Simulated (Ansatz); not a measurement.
Level: r2SCAN, no spin polarisation; 500 eV; 7×7×7 Γ-centred mesh; fermi-dirac occupations (width 0.1 eV); Ansatz 0.2.0, fixed geometry.

Computed maps in the lattice plane spanned by a (left to right, 5.69 Å, 17 points from zero) and b (bottom to top, 5.72 Å, 17 points from zero), 90° apart, at height 0.230 along c. The fields are smooth PAW ones with compensation charges, not the true ones near nuclei.

Valence density. Digits on a logarithmic scale: 0 up to 0.03 e/Å³, each further digit a factor of 1.6, 9 from 1.3 e/Å³ up:
```
77877655444444556
55655555556655555
44444556678876654
33333456788887654
22222346886688643
11011246885688642
00000135788887531
00000024678875310
00000002456653200
01110000123321000
23332100001000001
56664310000000013
78886531000000135
88888642100001246
87478753211112357
87688754222223457
88888754333333457
```

The cell is WBr$_{2}$. Which atoms lie within 0.2 Å of this plane, and where (fractions of a and b)?

Br at (0.12, 0.10), Br at (0.62, 0.67). The whole cell:
```
Br W
1.0
     0.00000    0.00000    5.69012
     5.71681    0.00000    0.00000
     2.85840    5.34058   -2.84506
Br W
4 2
Direct
  0.11501 0.09919 0.23002
  0.88499 0.90081 0.76998
  0.38499 0.32921 0.76998
  0.61501 0.67079 0.23002
  0.25000 0.00000 0.00000
  0.75000 0.00000 0.00000
```

Origin: a known structure type with other elements, at an estimated volume, so it need not be a known compound. Caveats: many states at the Fermi level without spin polarisation, so a magnetic state may lie lower; atoms or cell far from equilibrium.
